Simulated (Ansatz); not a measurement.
An input for the plane-wave PAW code Ansatz:

```yaml
crystal:
  lattice:
    - [0.0, 3.3163875207, 3.3163875207]
    - [3.3163875207, 0.0, 3.3163875207]
    - [3.3163875207, 3.3163875207, 0.0]
  atoms:
    - { symbol: Sn, position: [0.75, 0.75, 0.75] }
    - { symbol: Sn, position: [0.5, 0.5, 0.5] }
basis:
  ecutwfc: 500
  ecutrho_ratio: 4
kpoints:
  mp_grid: { grid: [12, 12, 12] }
hamiltonian:
  xc: r2scan
scf:
  occupations: { method: gaussian, width: 0.05 }
output:
  forces: true
  stress: true
  eigenvalues: true
```

Q: What will the run give?

A: Pressure -1.2 GPa, gap on the mesh zero (metallic) (r²SCAN, scalar-relativistic).

Output, machine lines left out:

```
Pseudopotentials: kind: paw
Pseudopotential: Sn, paw, valence charge 14, recommended cutoff 500 eV (meta_gga), Sn.paw.azcp
Crystal: 2 atoms, lattice volume = 72.950 Å³
Basis set: ecut = 500 eV, 1837 PW (Γ), exchange–correlation on 144×144×144 points (64 copies of the dense FFT grid, shifted against one another)
Bands: 18, of which v1, the nominal top of the filled ones, is band 14 counted from 1 (13 counted from 0)
Symmetry: 48 space group operations
Space group: Fd-3m (ITA 227), of the structure as read, at distance tolerance 4.2e-5 Å
k-points: 72 of 1728
Initial density: superposition of atomic densities (neutral atoms: chi_scale 0, normalization atom), corrected by the library's trained network
Initial wavefunctions: pseudopotential atomic-orbital guess
Functional: x = r2scan, c = r2scan; τ floored in thin density (d = 2e-4 eV/Å³)
```

```
SCF iter   1: F=—  HF=-12077.265636 eV  |F-HF|=—  |Δ(HF+E_count)|=         —  Δρ=4.90e-3  dr2=7.56e-3  dr2_τ=3.94e-3
SCF iter   2: F=—  HF=-12077.271703 eV  |F-HF|=—  |Δ(HF+E_count)|=   6.07e-3  Δρ=1.87e-3  dr2=1.23e-3  dr2_τ=2.35e-5
SCF iter   3: F=—  HF=-12077.271928 eV  |F-HF|=—  |Δ(HF+E_count)|=   2.25e-4  Δρ=6.44e-4  dr2=1.47e-4  dr2_τ=4.90e-6
SCF iter   4: F=—  HF=-12077.271888 eV  |F-HF|=—  |Δ(HF+E_count)|=   3.99e-5  Δρ=8.34e-5  dr2=3.09e-6  dr2_τ=9.56e-8
SCF iter   5: F=—  HF=-12077.271887 eV  |F-HF|=—  |Δ(HF+E_count)|=   1.28e-6  Δρ=7.03e-6  dr2=2.68e-8  dr2_τ=6.77e-10
SCF iter   6: F=-12077.271887 eV  HF=-12077.271887 eV  |F-HF|=7.48e-10  |Δ(HF+E_count)|=   1.52e-8  Δρ=1.10e-6  dr2=1.07e-9  dr2_τ=7.31e-11
```

```
SCF 1 converged in 6 iterations: F = -12077.271887 eV  dr2 = 1.07e-9
SCF converged after 6 iterations
Free energy (F): -12077.271887 eV
E sigma→0 (E₀):  -12077.271828 eV
Entropy (-TS):   -0.000118 eV (-0.059 meV/atom)
Fermi energy:    6.930983 eV
--- Per-component energies (eV) ---
  E_band       = -286.607123
  E_kinetic    = 372.428603
  E_local      = -2382.020405  (includes V_loc(G=0)·N_el)
  E_nonlocal   = -65.009532
  E_hartree    = 1357.330078
  E_xc         = -747.441921
  E_vxc        = -206.747591  (∫ρ·V_xc dr)
  E_paw        = -8321.877846  (= ΣΔE_a)
  E_vpaw       = -733.202068  (= ΣTr[D̂ρ^β])
  E_aug_tail   = -0.000001  (compensation charges beyond the density's cutoff)
  E_vtau       = 13.285756  (kinetic-family band-sum trace: ∫τ·v_τ [+ j·A + Jᵃ·Aᵃ] dr)
  E_ewald      = -2292.151384
  E_core_change = 1.470640  (= ΣΔE_core)
  E_smearing   = -0.000118  (= −TS)
--- Forces (eV/Å), atoms counted from 1 ---
  atom   1  Sn     0.00000000     0.00000000     0.00000000
  atom   2  Sn     0.00000000     0.00000000     0.00000000
--- Stress (GPa, compression-positive) ---
       -1.206982       0.000000       0.000000
        0.000000      -1.206982       0.000000
        0.000000       0.000000      -1.206982
  P = ⅓ Tr σ = -1.2070 GPa (-12.070 kbar)
```
